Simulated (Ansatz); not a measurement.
TiAl: energy along a strain

TiAl, P-6m2, a = 2.869 Å, c = 4.634 Å. The structure is a Materials Project entry; whether it is the stable form wasn't checked. Ansatz: r2SCAN, PAW, 500 eV, Γ-centred 24×24×14 mesh on 2 atoms, Gaussian smearing 0.15 eV; no spin polarisation. Cell vectors (Å): 2.869 0.000 0.000; -1.434 2.484 0.000; 0.000 0.000 4.634. The cell is strained by x per cent times the pattern (1 1 0 0 0 0) in the order xx yy zz yz xz xy (engineering shears), with fractional coordinates held. y is the free energy over the start, V0 = 16.511 Å³/atom. Points with a strain past 8.5 % were computed too (2) and aren't used here.

| x (%) | y (meV/atom) |
| --- | --- |
| -7.50 | ? |
| -5.00 | 74.41 |
| 0.00 | 0.00 |
| 2.50 | 14.85 |
| 7.50 | 121.00 |

**Question.** Fit y = c2 x² + c3 x³ to the other rows, get the stiffness along the pattern, and predict the missing energy.

**Answer.** Least squares on the rows shown. y = 2.6444 x² − 0.065877 x³. The clamped-ion stiffness p·C·p = 2 × 26.44 eV × 160.2 / 16.511 Å³ = 513 GPa. At x = -7.50 the fit asked for gives 176.54 meV/atom. The run gave 179.02 meV/atom, so the fit is 2.48 meV/atom too low, 1.4 % of the span of the series, against an rms of 0.38 meV/atom on the fitted rows. The row lies outside the fitted range. With a term in x⁴ added, a fit to the same known rows (none to spare) predicts 182.63 meV/atom, which misses by about as much or more on the other side: the known rows don't fix the higher terms.